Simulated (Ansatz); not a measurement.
LaSe:
```
CELL_PARAMETERS angstrom
      0.00000     3.00947     3.00947
      3.00947     0.00000     3.00947
      3.00947     3.00947     0.00000
ATOMIC_POSITIONS crystal
  Se 0.50000 0.50000 0.50000
  La 0.00000 0.00000 0.00000
```

Relaxed with PBEsol. Special points in fractions of this cell's reciprocal vectors: Γ (0.000, 0.000, 0.000); X (0.500, 0.000, 0.500); U (0.625, 0.250, 0.625); K (0.375, 0.375, 0.750); L (0.500, 0.500, 0.500); W (0.500, 0.250, 0.750).

### Question
List the band energies nearest the Fermi level at these points for the program Ansatz at the PBEsol with spin–orbit coupling level (PAW).

### Answer
In eV from the Fermi level; about four levels below and three above (degenerate sets whole), none deeper than 8.9 eV; points with the same levels are listed once.

| k | below | above |
|---|---|---|
| Γ | -2.73 -2.73 -2.73 -2.73 | 0.10 0.10 0.10 0.10 |
| X | -2.85 -2.85 -1.81 -1.81 | 1.51 1.51 1.53 1.53 |
| U | -3.68 -3.68 -0.45 -0.45 | 1.36 1.36 1.45 1.45 |
| L | -4.55 -4.55 -4.39 -4.39 | 1.03 1.03 1.39 1.39 |
| W | -3.69 -3.69 -3.59 -3.59 | 0.48 0.48 0.52 0.52 |

Space group Fm-3m (rock salt). The workflow started from an entry of the Crystallography Open Database (COD). Whether it is the stable phase at ambient conditions was not checked. The cell was relaxed with PBEsol under the symmetry of its start; its stability against distortions is not shown here. With an odd number of electrons in the cell and no spin polarisation, the count alone makes it a metal.

Potentials: the later of the program's two PAW sets.
